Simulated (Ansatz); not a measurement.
Relaxed AgCl (rock salt):

```xyz
4
Lattice="0.0000 5.6115 5.6115 2.8057 0.0000 2.8057 2.8057 2.8057 0.0000" Properties=species:S:1:pos:R:3 pbc="T T T"
Cl     0.0000     0.0000     0.0000
Cl     0.0000     2.8057     2.8057
Ag     2.8057     2.8057     2.8057
Ag     2.8057     5.6115     5.6115
```

Calculation: PBE (plane waves to 420 eV, PAW, scalar-relativistic; Ansatz, a program for electronic structure). k mesh 4×8×8 (Γ-centred), Fermi-Dirac smearing 0.05 eV. AgCl was relaxed with its symmetry unable to fall.

One atom of the cell was then moved (with its periodic images), all else fixed, and the forces (eV/Å) came out as:

| atom | Fx | Fy | Fz |
|---|---|---|---|
| Cl1 | -0.707 | -0.707 | 0.000 |
| Cl2 | -0.166 | -0.166 | 0.000 |
| Ag3 | -0.135 | 1.008 | -0.075 |
| Ag4 | 1.008 | -0.135 | 0.075 |

Question: Which atom was moved, and by which vector (Å)?

Answer: Cl1, by (0.48, 0.48, 0.00), 0.67 Å in all.

(For displaced atoms, the force is minus the slope of the energy, and its curvature is a force constant, which sets phonon frequencies.)
